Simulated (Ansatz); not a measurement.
Values for one crystal, relaxed and computed with PBEsol in the plane-wave PAW code Ansatz; other levels are named.

```yaml
volume_per_atom: 19.37 Å³
electronic_character: metallic (no gap)
zone_centre_stability: no imaginary mode at Γ
debye_temperature_from_the_elastic_constants: 263 K
Bulk modulus (Birch–Murnaghan fit): 121 GPa
highest_zone_centre_frequency: 145 cm⁻¹
Gap with spin–orbit coupling: none (metallic)
```

Task: Pick the material that matches.
A. YRh, CsCl type
B. YPb2, Cmcm (Pb on 4c, Y on 4c, Pb on 4c)
C. TaRu, L1₀ or tetragonal B2
D. Mg2Sn, P6_3/mmc (Mg on 2a, Mg on 2d, Sn on 2c)

Result: A, YRh, CsCl type

Space group Pm-3m (CsCl type). The first step of the workflow began from a Materials Project structure, measured or hypothetical; the Crystallography Open Database files this formula in space group No. 221, but the cells were not matched. Whether it is the stable phase at ambient conditions was not checked. The cell was relaxed with PBEsol under the symmetry of its start. The run is not spin-polarised. As this level gives no gap, shear constants depend on the k-mesh and smearing (Fermi–Dirac, 0.1 eV here). As this level gives no gap, phonon frequencies hold no LO–TO term and depend on the k-mesh and smearing (Fermi–Dirac, 0.1 eV here). Scalar-relativistic: spin–orbit coupling is off unless named, which matters more the heavier the elements.

Potentials: the later of the program's two PAW sets.
